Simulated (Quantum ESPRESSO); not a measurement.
Band energies of BeS at -0.7 % isotropic strain

```
CELL_PARAMETERS angstrom
      0.00000     2.40296     2.40296
      2.40296     0.00000     2.40296
      2.40296     2.40296     0.00000
ATOMIC_POSITIONS crystal
  Be 0.00000 0.00000 0.00000
  S  0.25000 0.25000 0.25000
```

PBEsol (pw.x of Quantum ESPRESSO, ONCV potentials, scalar-relativistic); path ΓXWKΓLUWLK,UX; energies in eV from the valence-band maximum.

| k (1/Å) | point | band 1 | band 2 | band 3 | band 4 | band 5 | band 6 | band 7 | band 8 |
|---|---|---|---|---|---|---|---|---|---|
| 0.00 | Γ | -98.00 | -13.90 | 0.00 | 0.00 | 0.00 | 5.58 | 5.58 | 5.58 |
| 0.65 |  | -98.00 | -12.97 | -2.82 | -1.70 | -1.70 | 4.30 | 6.49 | 8.72 |
| 1.31 | X | -98.00 | -11.62 | -5.20 | -2.76 | -2.76 | 2.87 | 4.77 | 12.91 |
| 1.96 | W | -98.00 | -11.55 | -4.38 | -4.07 | -3.54 | 6.34 | 7.94 | 8.44 |
| 2.08 |  | -98.00 | -11.57 | -4.48 | -4.10 | -3.32 | 5.93 | 7.66 | 8.86 |
| 2.42 | K | -98.00 | -11.63 | -4.71 | -4.31 | -2.30 | 4.18 | 7.43 | 10.60 |
| 2.74 |  | -98.00 | -11.98 | -4.85 | -3.77 | -1.54 | 5.25 | 8.57 | 9.16 |
| 3.38 |  | -98.00 | -13.49 | -2.05 | -1.07 | -0.20 | 5.88 | 6.07 | 6.47 |
| 3.81 | Γ | -98.00 | -13.90 | 0.00 | 0.00 | 0.00 | 5.58 | 5.58 | 5.58 |
| 4.12 |  | -98.00 | -13.68 | -1.44 | -0.25 | -0.25 | 5.55 | 6.01 | 6.01 |
| 4.74 |  | -98.00 | -12.39 | -5.62 | -1.01 | -1.01 | 5.47 | 6.50 | 6.50 |
| 4.94 | L | -98.00 | -12.19 | -6.03 | -1.08 | -1.08 | 5.46 | 6.45 | 6.45 |
| 5.44 |  | -98.00 | -11.86 | -5.39 | -3.23 | -1.81 | 4.93 | 8.44 | 8.61 |
| 5.74 | U | -98.00 | -11.63 | -4.71 | -4.31 | -2.30 | 4.18 | 7.43 | 10.60 |
| 6.09 |  | -98.00 | -11.57 | -4.48 | -4.10 | -3.32 | 5.93 | 7.66 | 8.86 |
| 6.21 | W | -98.00 | -11.55 | -4.38 | -4.07 | -3.54 | 6.34 | 7.94 | 8.44 |
| 6.67 |  | -98.00 | -11.90 | -5.48 | -2.89 | -1.93 | 5.94 | 6.55 | 9.17 |
| 7.13 | L | -98.00 | -12.19 | -6.03 | -1.08 | -1.08 | 5.46 | 6.45 | 6.45 |
| 7.31 |  | -98.00 | -12.14 | -5.95 | -1.48 | -1.20 | 5.70 | 6.44 | 6.76 |
| 7.84 |  | -98.00 | -11.67 | -4.80 | -4.23 | -2.18 | 4.36 | 7.99 | 10.13 |
| 7.93 | K | -98.00 | -11.63 | -4.71 | -4.31 | -2.30 | 4.18 | 7.43 | 10.60 |
| 7.93 | U | -98.00 | -11.63 | -4.71 | -4.31 | -2.30 | 4.18 | 7.43 | 10.60 |
| 8.39 | X | -98.00 | -11.62 | -5.20 | -2.76 | -2.76 | 2.87 | 4.77 | 12.91 |

The PBEsol gap is indirect, 2.87 eV, from Γ to X; the smallest direct gap is 5.56 eV.

Geometry strained from the cell relaxed with PBEsol, atoms relaxed again.
